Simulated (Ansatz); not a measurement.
## How much do the gradients of Si3N4 depend on the method?

Cell: a structure deposited in the COD, ions relaxed with PBE at fixed cell.

Space group P6_3/m (No. 176); a = 7.6272, c = 2.9182 Å, γ = 120.00°.

| site | Wyckoff | site symmetry | x | y | z |
| --- | --- | --- | --- | --- | --- |
| Si | 6h | m.. | 0.1743 | 0.7682 | 0.2500 |
| N7 | 2c | -6.. | 0.3333 | 0.6667 | 0.2500 |
| N9 | 6h | m.. | 0.3297 | 0.0302 | 0.2500 |

One atom of each set is listed.

First run. Computed with Ansatz: DFT, PBE, plane waves and PAW, scalar-relativistic, 420 eV cutoff, Γ-centred 4×4×9 k-points, Fermi–Dirac smearing 0.02 eV.

| site | V_zz (10²¹ V/m²) | η |
| --- | --- | --- |
| Si | 0.97 | 0.45 |
| N7 | -4.98 | 0.00 |
| N9 | -5.04 | 0.08 |

Second run. The same atoms and settings, except that the functional is r2SCAN and the cutoff is 500 eV.

Problem. Given the first result, estimate the second.

Solution. 

| site | V_zz | η | change of V_zz |
| --- | --- | --- | --- |
| Si | 0.96 | 0.43 | -0.01 |
| N7 | -5.05 | 0.00 | -0.07 |
| N9 | -5.03 | 0.08 | +0.01 |

The largest change of V_zz is on N7, from -4.98 to -5.05. In per cent, |V_zz| changes by 0 on Si, 0 to +1 on N (all sites that start above 0.5).
